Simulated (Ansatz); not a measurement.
Born–Oppenheimer molecular dynamics of a 19-atom K7NaMgCl10 cell at 35.04 Å³/atom, computed with Ansatz: Langevin thermostat at 1150 K, 181 steps of 3.0 fs, friction 0.03 1/fs. The run is short and the cell small, so it isn't an equilibrium average.

```yaml
crystal:
  lattice:
    - [8.971624, 0.221908, -0.025242]
    - [0.221908, 8.839445, -0.197492]
    - [-0.025242, -0.197492, 8.403829]
  atoms:
    - { symbol: Mg, position: [0.4147239612, 0.6823545783, 0.2673797212] }
    - { symbol: Cl, position: [0.2620810566, 0.9589166846, 0.7851541471] }
    - { symbol: Cl, position: [0.7781266649, 0.0979472458, 0.7822948269] }
    - { symbol: Cl, position: [0.647300151, 0.6665401146, 0.1752319913] }
    - { symbol: Cl, position: [0.5399708733, 0.2509925207, 0.2051815123] }
    - { symbol: Cl, position: [0.045355521, 0.1731016337, 0.285367424] }
    - { symbol: Cl, position: [0.352326442, 0.9349646866, 0.4094464121] }
    - { symbol: Cl, position: [0.9087594217, 0.7389700208, 0.6164868179] }
    - { symbol: Cl, position: [0.9453681345, 0.5449765925, 0.0541254964] }
    - { symbol: Cl, position: [0.1037967311, 0.4096338448, 0.6319524415] }
    - { symbol: Cl, position: [0.2207239512, 0.5722460602, 0.1397727943] }
    - { symbol: K, position: [0.1323779345, 0.2588401122, 0.9644895893] }
    - { symbol: K, position: [0.6986236795, 0.4236355775, 0.9170720404] }
    - { symbol: K, position: [0.7097241918, 0.0250997946, 0.3974946011] }
    - { symbol: K, position: [0.4865055601, 0.0030933761, 0.9807819605] }
    - { symbol: K, position: [0.8277283279, 0.4541048062, 0.4660061879] }
    - { symbol: K, position: [0.264074783, 0.3875475724, 0.3711542732] }
    - { symbol: K, position: [0.9229505432, 0.8709787622, 0.9916069131] }
    - { symbol: Na, position: [0.0841078613, 0.0014791977, 0.5719150322] }
  symmetry: { detect: false }
basis:
  ecutwfc: 420
  xc_grid: 1
kpoints:
  mp_grid: { grid: [1, 1, 1], shift: [0.0, 0.0, 0.0] }
hamiltonian:
  xc: pbe
scf:
  occupations: { method: fermi_dirac, width: 0.0991 }
  lower_state_search: "off"
  convergence: { dr2_threshold: 1.0e-05 }
output:
  forces: true
  stress: true
md:
  timestep: 3.0
  n_steps: 181
  ensemble: nvt_langevin
  friction: 0.03
  temperature: 1150.0
  initial_velocities: maxwell_boltzmann
  seed: 95621
```

```bash
ansatz run input.yaml --threads 2 --pin off --max-ram 5120MiB --backend cpu --events-out ev --progress --plain --runs-dir out
```

Method: DFT PBE, scalar-relativistic, plane waves, PAW in Ansatz 0.2.0.

6 frames, positions in Å (not wrapped into the cell) and forces in eV/Å:

```xyz
19
Lattice="8.972 0.222 -0.025 0.222 8.839 -0.197 -0.025 -0.197 8.404" Properties=species:S:1:pos:R:3:forces:R:3 pbc="T T T" time_fs=0.0 temperature_K=1089 free_energy_over_first_frame_eV=0.000
Mg    3.865    6.071    2.102   -0.790    1.420    0.130
Cl    2.544    8.379    6.402   -0.550   -0.050    0.590
Cl    6.983    0.884    6.535   -0.210    0.460   -0.100
Cl    5.951    6.001    1.325   -0.230    0.770    0.380
Cl    4.895    2.298    1.661    0.260    0.400    0.080
Cl    0.438    1.484    2.363   -0.850   -0.720    0.000
Cl    3.358    8.262    3.247    0.760   -1.220   -0.940
Cl    8.301    6.612    5.012   -0.390    0.690   -0.220
Cl    8.601    5.016    0.323   -1.320   -0.540   -0.550
Cl    1.006    3.519    5.227   -0.100   -0.490    1.280
Cl    2.104    5.080    1.056    2.260    1.410   -0.070
K     1.221    2.127    8.051   -0.120    0.300   -0.470
K     6.339    3.719    7.606   -0.310   -0.340   -0.140
K     6.363    0.301    3.318    0.030   -0.350    0.480
K     4.341   -0.058    8.229    0.820   -0.170    0.320
K     7.515    4.106    3.806    0.180    0.030   -0.530
K     2.446    3.411    3.036    0.520   -1.310    0.570
K     8.449    7.708    8.138    0.490   -0.310   -0.290
Na    0.740   -0.081    4.804   -0.450    0.000   -0.520
19
Lattice="8.972 0.222 -0.025 0.222 8.839 -0.197 -0.025 -0.197 8.404" Properties=species:S:1:pos:R:3:forces:R:3 pbc="T T T" time_fs=108.0 temperature_K=1165 free_energy_over_first_frame_eV=-1.113
Mg    3.781    6.716    2.549   -0.710   -0.120   -1.060
Cl    2.287    8.807    6.516    0.180   -0.230    1.050
Cl    7.224    1.265    6.501   -0.380   -0.090   -0.100
Cl    5.859    6.586    1.545   -0.100   -0.320   -0.160
Cl    4.977    1.945    1.646    0.070    0.270   -0.050
Cl    0.377    0.849    2.381   -0.420    0.070    0.170
Cl    3.646    8.553    3.816    0.360   -0.400   -0.270
Cl    8.373    6.408    4.778   -0.760    1.220   -0.110
Cl    8.395    4.984    0.057   -0.510    0.090    0.590
Cl    1.125    3.936    5.737    0.320    0.550   -0.980
Cl    2.507    5.467    0.893    0.770    0.450    1.100
K     1.332    2.508    7.798   -0.020   -0.720    1.620
K     5.780    3.745    7.828   -0.050   -0.110    0.090
K     6.543   -0.140    3.395    0.070    0.530    0.400
K     4.732   -0.379    7.847   -0.090    0.110   -0.120
K     7.664    4.169    3.309   -0.060   -0.370   -0.420
K     2.071    3.170    3.414    0.720   -0.630   -1.080
K     8.608    7.898    8.184    0.510   -0.360   -0.010
Na    0.170   -0.270    5.208    0.100    0.060   -0.630
19
Lattice="8.972 0.222 -0.025 0.222 8.839 -0.197 -0.025 -0.197 8.404" Properties=species:S:1:pos:R:3:forces:R:3 pbc="T T T" time_fs=216.0 temperature_K=1375 free_energy_over_first_frame_eV=-1.627
Mg    3.606    7.124    2.032    1.310    0.530    0.500
Cl    2.308    9.016    6.714    1.220   -0.230    0.930
Cl    7.380    1.547    6.902    0.250   -0.160   -0.600
Cl    5.894    6.643    1.355   -0.520    1.000    0.360
Cl    4.953    2.328    1.270   -0.140   -0.200    0.480
Cl   -0.100    0.706    2.395    1.390    0.660   -0.410
Cl    3.794    8.683    3.669   -0.230   -0.040   -0.060
Cl    8.294    6.448    4.505   -0.040    0.570    0.230
Cl    8.554    5.019    0.323   -0.640    0.770   -0.020
Cl    1.739    3.789    5.867    0.550   -0.010   -0.740
Cl    2.767    5.449    0.980   -0.670   -0.630   -0.390
K     0.971    2.433    8.225    0.270   -0.500   -0.250
K     5.586    4.307    7.913    0.060   -0.290   -0.700
K     6.710    0.020    3.531   -1.220   -0.450    0.410
K     4.999    0.147    7.384   -0.180   -0.210    0.120
K     7.454    4.150    2.725   -0.180   -0.080    0.530
K     2.384    2.881    2.951    0.100    0.040    0.480
K     9.403    7.615    7.985   -0.570   -0.610    0.220
Na    0.601   -0.116    5.146   -0.760   -0.160   -1.110
19
Lattice="8.972 0.222 -0.025 0.222 8.839 -0.197 -0.025 -0.197 8.404" Properties=species:S:1:pos:R:3:forces:R:3 pbc="T T T" time_fs=327.0 temperature_K=1003 free_energy_over_first_frame_eV=-1.875
Mg    3.751    7.230    1.365   -0.920    0.240    0.610
Cl    2.919    9.005    7.230    0.320   -1.080    0.430
Cl    7.742    1.395    6.526   -0.420   -0.450   -0.350
Cl    5.792    6.617    0.855    0.620   -0.630    0.720
Cl    5.256    2.264    1.477   -0.430   -0.180    0.400
Cl   -0.715    0.792    2.675    1.980    0.610   -0.770
Cl    3.470    8.112    3.486   -0.270    0.070   -0.220
Cl    8.592    6.481    4.706   -0.230    0.020   -0.100
Cl    8.340    5.175   -0.209   -0.270   -0.660    0.160
Cl    3.123    3.464    5.849   -0.430   -0.060    0.150
Cl    2.590    5.320    1.021   -0.200   -0.080   -0.020
K     0.912    2.228    7.986    0.040    1.020    0.260
K     5.122    3.775    7.576    0.920    0.290    0.340
K     6.070    0.194    3.719   -0.730   -0.410    0.760
K     5.689   -0.320    7.890    0.300    1.310   -0.990
K     7.311    4.269    2.713    0.110    0.080   -0.060
K     2.437    3.166    3.320   -0.130   -0.140   -0.870
K     9.579    7.467    8.203   -0.280    0.020    0.040
Na    0.705   -0.354    5.285    0.020    0.050   -0.500
19
Lattice="8.972 0.222 -0.025 0.222 8.839 -0.197 -0.025 -0.197 8.404" Properties=species:S:1:pos:R:3:forces:R:3 pbc="T T T" time_fs=435.0 temperature_K=1166 free_energy_over_first_frame_eV=-2.201
Mg    3.878    7.335    1.465   -0.760   -0.030   -0.880
Cl    3.146    8.305    7.490   -0.170   -0.340    0.400
Cl    7.659    1.173    6.159    0.090    0.640    0.160
Cl    5.986    6.432    0.722   -0.540    0.710    0.880
Cl    4.987    2.161    1.244   -0.310    0.050    0.330
Cl   -0.704    1.035    2.330    0.280   -0.030    0.010
Cl    2.694    8.802    3.011    0.740   -0.610   -0.280
Cl    8.113    6.383    4.570    0.230    0.210    0.340
Cl    8.223    4.493   -0.171    1.430    0.380    0.090
Cl    3.554    2.852    5.564   -0.180    0.280   -0.030
Cl    2.744    5.217    1.093    0.030    0.760   -0.040
K     1.559    2.572    7.740    0.300   -0.300    0.080
K     5.746    3.862    7.406   -1.070   -0.310   -0.460
K     5.258    0.911    4.347    0.310   -0.170   -0.580
K     6.059   -0.153    7.928   -0.870    0.420    0.370
K     7.605    4.183    2.621   -0.580   -0.030    0.040
K     1.984    3.351    3.085    0.150   -0.460    0.240
K     8.983    7.426    7.899    0.570   -0.550    0.320
Na    0.570   -0.163    5.149    0.340   -0.610   -0.990
19
Lattice="8.972 0.222 -0.025 0.222 8.839 -0.197 -0.025 -0.197 8.404" Properties=species:S:1:pos:R:3:forces:R:3 pbc="T T T" time_fs=543.0 temperature_K=1084 free_energy_over_first_frame_eV=-2.233
Mg    3.406    7.353    1.275    0.650   -1.570   -1.220
Cl    2.914    7.812    7.534   -0.060    0.320   -0.580
Cl    7.876    1.574    5.813   -0.020   -0.260    0.920
Cl    5.863    6.554    0.774   -0.250    0.060    0.270
Cl    4.651    2.393    1.628    0.040    0.380   -0.530
Cl   -0.876    1.145    2.401    0.330   -0.290   -0.260
Cl    3.029    8.754    2.853   -0.380    0.720    1.360
Cl    8.645    5.716    4.742    0.270    0.390   -0.400
Cl    8.584    4.382   -0.193    0.310   -0.870    0.750
Cl    3.352    2.325    5.635    0.560    0.340   -0.010
Cl    2.568    5.233    1.067   -0.120    0.100    0.150
K     2.163    1.885    8.084   -0.610    0.340    0.470
K     6.198    4.105    6.809   -0.630   -0.260    0.020
K     5.667    1.505    4.104   -0.320   -0.690   -0.220
K     5.894    0.144    8.335    0.120    0.800   -0.040
K     7.335    4.309    2.780   -0.280   -0.240   -1.080
K     2.239    3.437    3.229   -0.350   -0.170    0.200
K     8.388    6.661    7.251    0.590    0.970    0.720
Na    0.342   -0.333    4.543    0.160   -0.060   -0.530
```

Over the second half the temperature averages 1328 K and the pressure (kinetic part included, positive in compression) 2.0 GPa. Mean square displacements at the end: Cl 1.51 Å², K 1.33 Å², Mg 2.40 Å², Na 0.37 Å² (from the start of this run, the atoms' common shift taken off).

One k point is coarse for so small a cell, so forces and above all the pressure are rough.

It took 5.1 min on 2 threads of Arm Neoverse V1, with other jobs on the host, peak memory 0.56 GiB.